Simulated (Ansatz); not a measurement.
Relaxed TiTe$_{2}$ (CdI2 type):

```yaml
crystal:
  lattice:
    - [7.56793, 0.00000, 0.00000]
    - [-1.89198, 3.27701, 0.00000]
    - [0.00000, 0.00000, 6.60161]
  atoms:
    - { symbol: Ti, position: [0.00000, 0.00000, 0.00000] }
    - { symbol: Ti, position: [0.50000, 0.00000, 0.00000] }
    - { symbol: Te, position: [0.16667, 0.66667, 0.25685] }
    - { symbol: Te, position: [0.66667, 0.66667, 0.25685] }
    - { symbol: Te, position: [0.33333, 0.33333, 0.74315] }
    - { symbol: Te, position: [0.83333, 0.33333, 0.74315] }
```

In this cell atom 3 (Te, nearest neighbour Ti at 2.765 Å; its periodic images, 3.8 Å or more away, move with it) is moved by s along Cartesian x, unit vector (1.000, 0.000, 0.000); all other atoms and the cell stay fixed.

All values below come from r2SCAN+rVV10 (plane waves to 500 eV, PAW, scalar-relativistic; Ansatz, an electronic-structure program). k mesh 11×11×6 (Γ-centred), Fermi-Dirac smearing 0.05 eV. The energy includes the smearing's −TS. With partly filled bands, energies and forces of such displacements shift with the k mesh and the smearing. Spin-orbit coupling is left out, though Te is heavy. TiTe2 is run without spin polarisation. TiTe2 was relaxed with its symmetry unable to fall. The zero of ΔE is the undisplaced structure. The last digit holds for this mesh only.

```
s (Å)   ΔE (meV/cell)
------  -------------
-0.280          215.3
-0.224          137.4
-0.168           77.1
-0.112           34.2
-0.056            8.5
0.000             0.0
0.056             8.6
0.112        withheld
0.168            77.8
0.224           138.8
0.280           217.8
```

### Question
Fit a polynomial form (powers 2, 3, 4) to the given rows and predict ΔE at s = 0.112.

### Answer
Least squares on the 10 given rows: ΔE = (2734)·s² + (58.70)·s³ + (364.0)·s⁴, in meV/cell with s in Å; root-mean-square residual 0.05 meV/cell. At 0.112 the fit gives 34.4 meV/cell; the calculation gives 34.5 meV/cell, so the interpolation is off by -0.1 (-0.3 %). The quadratic term alone would give 34.3 meV/cell.

(A displaced cell: forces are minus the slopes of the energy, force constants its curvatures, and phonons follow from these.)
